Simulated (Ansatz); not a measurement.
## Na₄AlPS₄: from a guess to a relaxed structure

Computed with DFT PBE, scalar-relativistic, plane waves, PAW (Ansatz). Cutoff 420 eV, Gaussian smearing, Γ-centred meshes. Cell and atoms relax first on a coarse mesh and then on a finer one. In between, the cell is made exact in the group found at 0.06 Å. In metals the finer mesh still leaves noise of several meV/atom or more. The steps can't lower the symmetry of their start. No spin polarisation.

Recipe of this trial structure of Na₄AlPS₄: 4-connected net, bridging atoms on its edges, guests in its cages (F-43m, No. 216) (guest Na). The dimensions are guesses.

Space group F-43m (No. 216). a = 8.777 Å, b = 8.777 Å, c = 8.777 Å, α = 90.00°, β = 90.00°, γ = 90.00°
```csv
atom,site,symmetry,x,y,z
Na,16e,.3m,0.6250,0.1250,0.1250
Al,4a,-43m,0.0000,0.0000,0.0000
P,4c,-43m,0.2500,0.2500,0.2500
S,16e,.3m,0.1279,0.1279,0.1279
```

Formation energies are uncorrected and refer to the elements' standard structures at the same level. The references include black phosphorus.

Question: What does it relax into?

Answer: The symmetry stays F-43m (No. 216). The volume per atom grows by 68.1 %, from 16.9 to 28.4 Å³. The shortest distance goes from 1.86 Å (P–S) to 2.24 Å (P–S). The energy falls by about 0.88 eV/atom (the start's value is from the coarse mesh). The end is written in a standard setting, so origin, axes and order of atoms can differ from the start's. Conventional cell: a = 10.436 Å. Na has 6 Na at 3.62–3.76 Å and 6 S at 3.69 Å; Al is surrounded by 4 S at 2.28 Å; P has 4 S at 2.24 Å; S has 1 P at 2.24 Å, 1 Al at 2.28 Å, 6 S at 3.66–3.72 Å and 6 Na at 3.69 Å.

```xyz
10
Lattice="0.0000 5.2181 5.2181 5.2181 0.0000 5.2181 5.2181 5.2181 0.0000" Properties=species:S:1:pos:R:3 pbc="T T T"
Na    6.5482    3.8881    6.5482
Na    3.8881    3.8881    3.8881
Na    3.8881    6.5482    6.5482
Na    6.5482    6.5482    3.8881
Al    0.0000    0.0000    0.0000
P     7.8272    7.8272    7.8272
S     6.5329    9.1215    6.5329
S     9.1215    9.1215    9.1215
S     9.1215    6.5329    6.5329
S     6.5329    6.5329    9.1215
```

Question: Give its energy and gap.

Answer: The formation energy is −0.32 eV/atom and the gap on the 6×6×6 mesh of the 10-atom cell is 0 eV (a metal).

A negative formation energy is needed for stability but isn't enough: competing phases decide.

The last run used Gaussian smearing of 0.10 eV. The reference forms of P and S are held partly by dispersion forces, which this level lacks. A structure relaxed within its symmetry needn't be a true minimum. In all, the 3 runs took 4.7 min on 1 thread of Arm Neoverse N1, on a shared host.
